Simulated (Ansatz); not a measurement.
One crystal and one scan (generalised stacking-fault energy along a line) at two levels, PBE (plane waves to 420 eV, PAW, scalar-relativistic; Ansatz, a program for electronic structure) and r2SCAN (plane waves to 500 eV, PAW, scalar-relativistic; Ansatz), each from its own relaxed cell and on its own mesh. The cell shown is that of PBE.

NiSi$_{2}$ (fluorite type, space group Fm-3m) is sheared across one {100} plane: the third cell vector gains the shift, so faults repeat every 8.2 Å. The cut lies between planes 1.36 Å apart; the cell height is held.

```
NiSi2
1.0
    3.84984     0.00000     0.00000
    0.00000     3.84984     0.00000
    1.92492     1.92492     8.16675
Ni Si
3 6
Direct
  0.00000   0.00000   0.91667
  0.33333   0.33333   0.25000
  0.66667   0.66667   0.58333
  0.91667   0.41667   0.08333
  0.25000   0.75000   0.41667
  0.58333   0.08333   0.75000
  0.41667   0.91667   0.08333
  0.75000   0.25000   0.41667
  0.08333   0.58333   0.75000
```

In-plane vectors a = (3.850, 0.000) Å, b = (0.000, 3.850) Å, area 14.82 Å². The shift is s times the vector a + b (length 5.445 Å), so s = 1 restores the start. The shift is rigid: no atom relaxes. γ = [E(shift) − E(0)] / area.

E is the zero-smearing estimate. NiSi2 is run without spin polarisation. NiSi2 was relaxed with its symmetry unable to fall. (r2SCAN) On this mesh the relaxed cell isn't quite at rest: it carries a pressure of -0.1 GPa (compression positive) at the zero of the scan. Faults lie only 8.1 Å apart, and holding the cell height and the atoms raises γ above its relaxed value. Faults lie only 8.2 Å apart, and holding the cell height and the atoms raises γ above its relaxed value. With partly filled bands, the k mesh leaves noise in γ, roughly 0.02 J/m² as judged from a few cases. Percentages come from the unrounded values. Both scans cover s from 0.000 to 0.917.

Results of PBE:

- Lattice constant a (Å): 5.445
- Highest computed γ on the line (J/m²): 2.95
- γ at the local minimum along the line, s = 0.500 (J/m²): 1.21
- Lower barrier from zero shift into that minimum (unstable fault energy, highest computed point) (J/m²): 2.95
- Steepest slope dγ/d(shift) before the first maximum (spline) (GPa): 33
- Position of the highest point: s = 0.250 and s = 0.750
- Local minima between the ends: s = 0.500

Problem. Estimate the r2SCAN values.

Solution. 
| quantity | r2SCAN | PBE − r2SCAN |
|---|---|---|
| Lattice constant a (Å) | 5.387 | +0.058 (+1.1 %) |
| Highest computed γ on the line (J/m²) | 3.39 | -0.44 (-13 %) |
| γ at the local minimum along the line, s = 0.500 (J/m²) | 1.42 | -0.21 (-15 %) |
| Lower barrier from zero shift into that minimum (unstable fault energy, highest computed point) (J/m²) | 3.39 | -0.44 (-13 %) |
| Steepest slope dγ/d(shift) before the first maximum (spline) (GPa) | 39 | -6 (-13 %) |

PBE gives the higher value for: lattice constant a. PBE gives the lower value for: highest computed γ on the line; γ at the local minimum along the line, s = 0.500; lower barrier from zero shift into that minimum; steepest slope dγ/d(shift) before the first maximum. Both give the same position of the highest point: s = 0.250 and s = 0.750.

(The slope of γ gives the shear force per area between the displaced halves; near zero shift its curvature is an elastic stiffness.)
